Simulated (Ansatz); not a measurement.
Data:

CsCrO3F:
Space group Cc (No. 9); a = 7.871 Å, b = 7.579 Å, c = 7.909 Å, α = γ = 90.00°, β = 118.38°

```tsv
atom	site	symmetry	x	y	z
Cs	4a	1	0.0080	0.1475	0.2485
Cr	4a	1	0.4950	0.1598	0.2466
O	4a	1	0.3992	0.2878	0.3382
O	4a	1	0.3339	0.0362	0.0890
O	4a	1	0.0972	0.2235	0.6529
F	4a	1	0.1667	0.5265	0.4249
```
(The calculation used a cell of 12 atoms; values per cell refer to that cell.)

This is the LDA-relaxed structure.

Problem. All from DFT-LDA in the program Ansatz with PAW potentials, unless another level is named. Estimate the highest zone-centre frequency (without LO–TO term).

Solution. 1020 cm⁻¹.

Problem. Give the bulk modulus (Birch–Murnaghan fit).

Solution. 21.8 GPa.

The workflow started from a Materials Project entry (that database holds measured and hypothetical structures alike); the Crystallography Open Database copy checked does not list it. With O and F taken as one species the cell has the higher symmetry C2/c, so it may be an ordered model of a mixed-site phase. Whether it is the stable phase at ambient conditions was not checked. The LDA relaxation kept the symmetry of its start; of distortions, only those at the zone centre were tested. No spin polarisation was allowed. No Hubbard U is applied. Spin–orbit coupling is left out wherever it is not named.

Potentials: the later of the program's two PAW sets.
